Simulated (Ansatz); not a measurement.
Ansatz (a quantum-chemistry and plane-wave program) input:

Ansatz 0.2 input:
```yaml
crystal:
  lattice:
    - [-3.29118554, 3.29118554, 2.986041873]
    - [3.29118554, -3.29118554, 2.986041873]
    - [3.29118554, 3.29118554, -2.986041873]
  atoms:
    - { symbol: Hf, position: [0.0, 0.0, 0.0] }
    - { symbol: Hf, position: [0.75, 0.25, 0.5] }
    - { symbol: Si, position: [0.25, 0.75, 0.5] }
    - { symbol: Si, position: [0.5, 0.5, 0.0] }
    - { symbol: O, position: [0.1352508918, 0.3198769328, 0.815373959] }
    - { symbol: O, position: [0.0698769328, 0.7545029738, 0.684626041] }
    - { symbol: O, position: [0.5045029738, 0.3198769328, 0.184626041] }
    - { symbol: O, position: [0.0698769328, 0.3852508918, 0.315373959] }
    - { symbol: O, position: [0.6147491082, 0.9301230672, 0.684626041] }
    - { symbol: O, position: [0.6801230672, 0.8647491082, 0.184626041] }
    - { symbol: O, position: [0.2454970262, 0.9301230672, 0.315373959] }
    - { symbol: O, position: [0.6801230672, 0.4954970262, 0.815373959] }
kpoints:
  mp_grid: { grid: [6, 6, 6] }
hamiltonian:
  xc: r2scan
  pseudopotentials: { azcp: { folder: ./paw }, kind: paw }
scf:
  occupations: { method: fixed }
elastic: { mode: relaxed_ion, stencil: two_point, amplitude: 0.005, f_tol: 0.0005 }
```

Output (shortened):

```
Pseudopotential: Hf, paw, valence charge 26
Pseudopotential: Si, paw, valence charge 4
Pseudopotential: O, paw, valence charge 6
Functional definition: r2SCAN
Crystal: 12 atoms, lattice volume = 129.378 Å³
Basis set: ecut = 500 eV, 3259 PW (Γ), exchange–correlation on 180×180×180 points (64 copies of the dense FFT grid, shifted against one another)
Bands: 66, of which v1, the nominal top of the filled ones, is band 54 counted from 1 (53 counted from 0)
Symmetry: 16 space group operations
Space group: I41/amd (ITA 141), of the structure as read, at distance tolerance 5.1e-5 Å
k-points: 30 of 216
SCF 1 converged in 15 iterations: F = -37314.991081 eV  dr2 = 7.29e-15
relax step   1: F+E_penalty+E_count = -37314.99108142 eV  Δ(F+E_penalty+E_count) = +0.000e0 eV  max|allowed force component| = 1.314e-3 eV/Å  Δτ_max = 0.0000 Å  (15 SCF iters, accepted)
Crystal: 12 atoms, lattice volume = 129.378 Å³
SCF 2 converged in 9 iterations: F = -37314.991082 eV  dr2 = 6.60e-15
relax step   2: F+E_penalty+E_count = -37314.99108164 eV  Δ(F+E_penalty+E_count) = -2.202e-7 eV  max|allowed force component| = 6.360e-4 eV/Å  Δτ_max = 0.0000 Å  (9 SCF iters, accepted)
Crystal: 12 atoms, lattice volume = 129.378 Å³
SCF 3 converged in 8 iterations: F = -37314.991082 eV  dr2 = 1.50e-14
relax step   3: F+E_penalty+E_count = -37314.99108176 eV  Δ(F+E_penalty+E_count) = -1.192e-7 eV  max|allowed force component| = 5.249e-5 eV/Å  Δτ_max = 0.0000 Å  (8 SCF iters, accepted)
Crystal: 12 atoms, lattice volume = 129.378 Å³
SCF 4 converged in 9 iterations: F = -37314.991082 eV  dr2 = 7.33e-14
Crystal: 12 atoms, lattice volume = 129.378 Å³
SCF 5 converged in 2 iterations: F = -37314.991082 eV  dr2 = 1.60e-14
Crystal: 12 atoms, lattice volume = 128.731 Å³
Basis set: ecut = 500 eV, 3237 PW (Γ), exchange–correlation on 180×180×180 points (64 copies of the dense FFT grid, shifted against one another)
Symmetry: 8 space group operations
k-points: 46 of 216
SCF 6 converged in 13 iterations: F = -37314.985664 eV  dr2 = 8.13e-14
relax step   1: F+E_penalty+E_count = -37314.98566384 eV  Δ(F+E_penalty+E_count) = +0.000e0 eV  max|allowed force component| = 1.772e-1 eV/Å  Δτ_max = 0.0000 Å  (13 SCF iters, accepted)
Crystal: 12 atoms, lattice volume = 128.731 Å³
SCF 7 converged in 12 iterations: F = -37314.985879 eV  dr2 = 9.74e-15
relax step   2: F+E_penalty+E_count = -37314.98587904 eV  Δ(F+E_penalty+E_count) = -2.152e-4 eV  max|allowed force component| = 5.328e-2 eV/Å  Δτ_max = 0.0047 Å  (12 SCF iters, accepted)
Crystal: 12 atoms, lattice volume = 128.731 Å³
SCF 8 converged in 12 iterations: F = -37314.986403 eV  dr2 = 1.68e-14
relax step   3: F+E_penalty+E_count = -37314.98640344 eV  Δ(F+E_penalty+E_count) = -5.244e-4 eV  max|allowed force component| = 4.023e-2 eV/Å  Δτ_max = 0.0034 Å  (12 SCF iters, accepted)
Crystal: 12 atoms, lattice volume = 128.731 Å³
SCF 9 converged in 11 iterations: F = -37314.986517 eV  dr2 = 1.65e-14
relax step   4: F+E_penalty+E_count = -37314.98651701 eV  Δ(F+E_penalty+E_count) = -1.136e-4 eV  max|allowed force component| = 1.631e-2 eV/Å  Δτ_max = 0.0013 Å  (11 SCF iters, accepted)
Crystal: 12 atoms, lattice volume = 128.731 Å³
SCF 10 converged in 10 iterations: F = -37314.986526 eV  dr2 = 8.15e-15
[...]
relax step   1: F+E_penalty+E_count = -37314.99050954 eV  Δ(F+E_penalty+E_count) = +0.000e0 eV  max|allowed force component| = 4.396e-3 eV/Å  Δτ_max = 0.0000 Å  (11 SCF iters, accepted)
Crystal: 12 atoms, lattice volume = 129.377 Å³
SCF 41 converged in 10 iterations: F = -37314.990520 eV  dr2 = 4.90e-15
relax step   2: F+E_penalty+E_count = -37314.99052048 eV  Δ(F+E_penalty+E_count) = -1.095e-5 eV  max|allowed force component| = 2.768e-3 eV/Å  Δτ_max = 0.0004 Å  (10 SCF iters, accepted)
Crystal: 12 atoms, lattice volume = 129.377 Å³
SCF 42 converged in 10 iterations: F = -37314.990528 eV  dr2 = 3.95e-15
relax step   3: F+E_penalty+E_count = -37314.99052767 eV  Δ(F+E_penalty+E_count) = -7.188e-6 eV  max|allowed force component| = 4.369e-6 eV/Å  Δτ_max = 0.0006 Å  (10 SCF iters, accepted)
Crystal: 12 atoms, lattice volume = 129.377 Å³
SCF 43 converged in 2 iterations: F = -37314.990528 eV  dr2 = 1.11e-15
Crystal: 12 atoms, lattice volume = 129.377 Å³
SCF 44 converged in 11 iterations: F = -37314.990510 eV  dr2 = 1.93e-14
relax step   1: F+E_penalty+E_count = -37314.99050954 eV  Δ(F+E_penalty+E_count) = +0.000e0 eV  max|allowed force component| = 4.396e-3 eV/Å  Δτ_max = 0.0000 Å  (11 SCF iters, accepted)
Crystal: 12 atoms, lattice volume = 129.377 Å³
SCF 45 converged in 10 iterations: F = -37314.990528 eV  dr2 = 8.35e-15
relax step   2: F+E_penalty+E_count = -37314.99052767 eV  Δ(F+E_penalty+E_count) = -1.813e-5 eV  max|allowed force component| = 9.410e-5 eV/Å  Δτ_max = 0.0010 Å  (10 SCF iters, accepted)
Crystal: 12 atoms, lattice volume = 129.377 Å³
SCF 46 converged in 2 iterations: F = -37314.990528 eV  dr2 = 2.98e-15
SCF converged after 2 iterations
Stability not checked: this state was not tested for a lower state beside it, because too few of the mixer's solves of this state at the end of the SCF gave a …
Free energy (F): -37314.991082 eV
Harris-Foulkes:  -37314.991082 eV  (|F-HF|=7.28e-12)
Internal energy: -37314.991082 eV  (E = F + TS)
E sigma→0 (E₀):  -37314.991082 eV
Fermi energy:    8.949120 eV
--- Per-component energies (eV) ---
  E_band       = -364.628078
  E_kinetic    = 2272.510682
  E_local      = -18458.190445  (includes V_loc(G=0)·N_el)
  E_nonlocal   = 579.587074
  E_hartree    = 8574.113138
  E_xc         = -1183.672864
  E_vxc        = -1490.152735  (∫ρ·V_xc dr)
  E_paw        = -17805.000503  (= ΣΔE_a)
  E_vpaw       = -501.988395  (= ΣTr[D̂ρ^β])
  E_aug_tail   = 0.002377  (compensation charges beyond the density's cutoff)
  E_vtau       = 85.377094  (kinetic-family band-sum trace: ∫τ·v_τ [+ j·A + Jᵃ·Aᵃ] dr)
  E_ewald      = -11294.575253
  E_core_change = 0.234713  (= ΣΔE_core)
  E_smearing   =  0.000000  (= −TS)
  E_closure    =  0.000000  (closes the sum)
  Σ components = -37314.991082   (vs F -37314.991082, Δ=0.00e0)
--- Forces (eV/Å), atoms counted from 1 ---
  atom   1  Hf     0.00000000     0.00000000     0.00000000
  atom   2  Hf     0.00000000     0.00000000     0.00000000
  atom   3  Si     0.00000000     0.00000000     0.00000000
  atom   4  Si     0.00000000     0.00000000     0.00000000
  atom   5  O      0.00000000    -0.00003361    -0.00005248
  atom   6  O      0.00003361     0.00000000    -0.00005248
  atom   7  O      0.00000000     0.00003361    -0.00005248
  atom   8  O     -0.00003361     0.00000000    -0.00005248
  atom   9  O      0.00000000     0.00003361     0.00005248
  atom  10  O      0.00003361     0.00000000     0.00005248
  atom  11  O      0.00000000    -0.00003361     0.00005248
  atom  12  O     -0.00003361     0.00000000     0.00005248
  max |Σ_I F_I| component: 1.06e-17 eV/Å
--- Stress (GPa, compression-positive) ---
       -0.011304       0.000000       0.000000
        0.000000      -0.011304       0.000000
        0.000000       0.000000       0.002379
  P = ⅓ Tr σ = -0.0067 GPa (-0.067 kbar)
--- Band table (eV; the first three rows and the last of 30) ---
  k-point 0: bands = ["-53.0377", "-53.0289", "-21.1279", "-21.1279", "-21.0614", "-21.0424", "-20.9407", "-20.9407", "-11.1945", "-10.1649", "-9.3871", "-9.2646", "-8.7986", "-8.7986", "-8.7291", "-8.7291", "-1.3799", "-1.3753", "-1.3715", "-1.3715", …
  k-point 1: bands = ["-53.0371", "-53.0295", "-21.1367", "-21.1165", "-21.0597", "-21.0388", "-20.9545", "-20.9372", "-11.0956", "-10.1771", "-9.3472", "-9.2416", "-8.8530", "-8.8326", "-8.8218", "-8.7713", "-1.3822", "-1.3757", "-1.3736", "-1.3684", …
  k-point 2: bands = ["-53.0355", "-53.0311", "-21.1402", "-21.0945", "-21.0844", "-20.9974", "-20.9910", "-20.9400", "-10.8304", "-10.2606", "-9.2408", "-9.1794", "-8.9994", "-8.9756", "-8.9172", "-8.8814", "-1.3830", "-1.3828", "-1.3714", "-1.3696", …
  k-point 29: bands = ["-53.0333", "-53.0333", "-21.1414", "-21.1414", "-21.0532", "-21.0532", "-20.9293", "-20.9293", "-10.6246", "-10.6246", "-9.4170", "-9.4170", "-8.8371", "-8.8371", "-8.7046", "-8.7046", "-1.3761", "-1.3761", "-1.3727", "-1.3727", …
--- Elastic constants: 4 strain directions × 2 members + reference (group order 16) ---
  dense FFT box of the reference and of every strained cell: 45×45×45
  strains applied: 11, 33, 23, 12; error gains …
  reference relaxed by the batch: 3 steps …
  largest displacement 7.7e-5 Å; the constants are those of the deck's cell at these positions:
  atoms:
    - { symbol: Hf, position: [0.0, 0.0, 0.0] }
    - { symbol: Hf, position: [0.75, 0.25000000000000006, 0.5] }
    - { symbol: Si, position: [0.25000000000000006, 0.75, 0.5] }
    - { symbol: Si, position: [0.5, 0.5, 0.0] }
    - { symbol: O, position: [0.13525167654555711, 0.31986870391872235, 0.8153829726268348] }
    - { symbol: O, position: [0.0698687039187223, 0.7544857312918876, 0.6846170273731653] }
    - { symbol: O, position: [0.5044857312918876, 0.3198687039187223, 0.1846170273731652] }
    - { symbol: O, position: [0.06986870391872228, 0.3852516765455571, 0.3153829726268348] }
    - { symbol: O, position: [0.6147483234544431, 0.9301312960812778, 0.6846170273731652] }
    - { symbol: O, position: [0.6801312960812778, 0.8647483234544427, 0.18461702737316518] }
    - { symbol: O, position: [0.2455142687081125, 0.9301312960812778, 0.3153829726268348] }
    - { symbol: O, position: [0.6801312960812778, 0.49551426870811255, 0.8153829726268348] }
  C = ∂σ_k/∂η_j (tension-positive GPa; Voigt order 11 22 33 23 13 12):
       447.091     69.238    156.270      0.000      0.000      0.000
        69.238    447.091    156.270      0.000      0.000      0.000
       156.305    156.305    500.921      0.000      0.000      0.000
         0.000      0.000      0.000    116.174      0.000      0.000
         0.000      0.000      0.000      0.000    116.174      0.000
         0.000      0.000      0.000      0.000      0.000     53.411
  reference stress σ⁰ (GPa):      0.011      0.011     -0.002      0.000      0.000      0.000
  moduli (Voigt/Reuss/Hill, GPa): K = 239.86/234.92/237.39   G = 124.70/103.97/114.34   E = 295.56   ν = 0.292
  mechanically stable: yes (min eigenvalue of sym C = 53.41 GPa)
  strain η (Voigt 11):  stress-route row diagonal C_11 = 447.09 GPa, energy-path curvature d²(F+E_count+ΔE)/dδ²/Ω₀ = 447.13 GPa
         δ    σ_11 (GPa)             F (eV)   n_scf  n_hpsi   n_pw
    -5.000e-3      -2.2756      -37314.9865263       2   24409   3288   relax 6 steps, max|allowed force component| 4.75e-5 eV/Å
     5.000e-3       2.1953      -37314.9865852       2   24399   3318   relax 4 steps, max|allowed force component| 2.83e-4 eV/Å
  strain η (Voigt 33):  stress-route row diagonal C_33 = 500.92 GPa, energy-path curvature d²(F+E_count+ΔE)/dδ²/Ω₀ = 500.92 GPa
         δ    σ_33 (GPa)             F (eV)   n_scf  n_hpsi   n_pw
    -5.000e-3      -2.5519      -37314.9858985       2   15803   3284   relax 3 steps, max|allowed force component| 9.59e-6 eV/Å
     5.000e-3       2.4573      -37314.9860901       2   15847   3312   relax 3 steps, max|allowed force component| 7.97e-6 eV/Å
  strain η (Voigt 23):  stress-route row diagonal C_44 = 116.17 GPa, energy-path curvature d²(F+E_count+ΔE)/dδ²/Ω₀ = 116.18 GPa
         δ    σ_23 (GPa)             F (eV)   n_scf  n_hpsi   n_pw
    -5.000e-3      -0.5809      -37314.9898915       2   35980   3301   relax 7 steps, max|allowed force component| 2.31e-5 eV/Å
     5.000e-3       0.5809      -37314.9898915       2   35904   3301   relax 5 steps, max|allowed force component| 2.32e-4 eV/Å
  strain η (Voigt 12):  stress-route row diagonal C_66 = 53.41 GPa, energy-path curvature d²(F+E_count+ΔE)/dδ²/Ω₀ = 53.41 GPa
         δ    σ_12 (GPa)             F (eV)   n_scf  n_hpsi   n_pw
    -5.000e-3      -0.2671      -37314.9905277       2   23679   3306   relax 3 steps, max|allowed force component| 4.37e-6 eV/Å
     5.000e-3       0.2671      -37314.9905277       2   23987   3306   relax 2 steps, max|allowed force component| 9.41e-5 eV/Å
```

Cost: very roughly 40 core-minutes on shared cores.

Space group I4_1/amd. Symmetry was held in the r²SCAN relaxation. The run is not spin-polarised. Scalar-relativistic: spin–orbit coupling is off unless named, which matters more the heavier the elements.

Potentials: the earlier of the program's two PAW sets. The files were generated under PBE; for other functionals the program regenerates the frozen cores, and for LDA and PBEsol the local potential too.

Ansatz is a plane-wave DFT program.
